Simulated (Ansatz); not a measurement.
CuCl (zinc blende, F-43m), DFT-LDA in the program Ansatz with PAW potentials: ε∞ = 5.61, cell volume 35.30 Å³. Infrared-active transverse modes:

| ω_TO (cm⁻¹) | oscillator strength S_xx (e²/amu) |
|---|---|
| 190.0 | 0.04436 |

Question: Compute the static dielectric constant.

Answer: Each mode adds (4.921e7/V) S/ω²: 1.71. So ε0 = 7.32.

Question: What LO frequency does the Lyddane–Sachs–Teller relation give?

Answer: ω_LO = ω_TO √(ε0/ε∞) = 217 cm⁻¹.

The cell was relaxed with LDA under the symmetry of its start; phonons on a q-mesh show no instability. No spin polarisation was allowed.

Potentials: the earlier of the program's two PAW sets.
